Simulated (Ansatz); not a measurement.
Cu Kα1 powder pattern (kinematic, no thermal factors).
2θ (°) (relative intensity): 14.73 (7), 17.83 (2), 20.05 (3), 24.97 (3), 29.72 (100), 30.15 (96), 30.27 (94), 33.71 (2), 33.82 (2), 36.11 (1), 36.48 (1), 39.53 (2), 42.85 (73), 42.94 (71), 43.25 (70), 45.93 (2), 47.73 (1), 53.36 (74), 61.71 (12), 62.69 (11), 62.96 (11), 63.06 (1), 70.21 (16), 70.27 (16), 70.89 (16), 71.15 (15), 71.19 (15), 71.38 (15), 78.33 (23), 78.99 (23), 79.17 (22)

The pattern is computed from a structure relaxed with DFT PBE, scalar-relativistic, plane waves, PAW (Ansatz 0.2.0). No spin polarisation. Its elements are As, In, Sb.

Give the structure.

In3SbAs2.
Space group Pmmm (No. 47). a = 2.962 Å, b = 6.007 Å, c = 8.851 Å, α = 90.00°, β = 90.00°, γ = 90.00°
```json
{"atom": "In", "site": "1c", "symmetry": "mmm", "x": "0.0000", "y": "0.0000", "z": "0.5000"}
{"atom": "In", "site": "2q", "symmetry": "mm2", "x": "0.0000", "y": "0.0000", "z": "0.8339"}
{"atom": "Sb", "site": "1g", "symmetry": "mmm", "x": "0.0000", "y": "0.5000", "z": "0.5000"}
{"atom": "As", "site": "2r", "symmetry": "mm2", "x": "0.0000", "y": "0.5000", "z": "0.8461"}
```

A pattern alone doesn't exclude other cells with like lines; this is the one computed.

Another cell of In3SbAs2 relaxed alike, in P3m1, lies 0.31 eV/atom lower, so this cell isn't the stable form at this level.

The structure comes from a generated guess; another structure or a mixture of phases may lie lower.
